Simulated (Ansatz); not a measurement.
The cell below belongs to a search over invented structures; it isn't taken from experiment.

Input and command of a plane-wave DFT calculation in Ansatz:

```yaml
crystal:
  lattice:
    - [8.0094393981, 0.0, 0.0]
    - [0.0, 8.0094393981, 0.0]
    - [0.0, 0.0, 8.0094393981]
  atoms:
    - { symbol: Cs, position: [0.0, 0.0, 0.0] }
    - { symbol: "Y", position: [0.2093047787, 0.5, 0.5] }
    - { symbol: "Y", position: [0.5, 0.2093047787, 0.5] }
    - { symbol: "Y", position: [0.7906952213, 0.5, 0.5] }
    - { symbol: "Y", position: [0.5, 0.7906952213, 0.5] }
    - { symbol: "Y", position: [0.5, 0.5, 0.2093047787] }
    - { symbol: "Y", position: [0.5, 0.5, 0.7906952213] }
basis:
  ecutwfc: 420
kpoints:
  mp_grid: { grid: [6, 6, 6] }
hamiltonian:
  xc: pbe
scf:
  occupations: { method: gaussian, width: 0.1 }
output:
  forces: true
  stress: true
  eigenvalues: true
relax:
  adjacent_minimum: "off"
  f_tol: 0.01
  max_steps: 80
  cell: { stress_tol: 0.05 }
```

```bash
ansatz run input.yaml --threads 1 --pin off --max-ram 2048MiB --backend cpu --events-out ev --progress --plain --runs-dir out
```

Processor: Arm Neoverse V1, 1 thread, on a host shared with other jobs.

Q: How long does it run, and how much memory does it take?

A: About 110 s, peak memory 0.77 GiB. It solves 45 bands at 20 k points (after reduction by symmetry) with about 9939 plane waves (on the last cell), in 23 SCF iterations over 3 ionic steps.
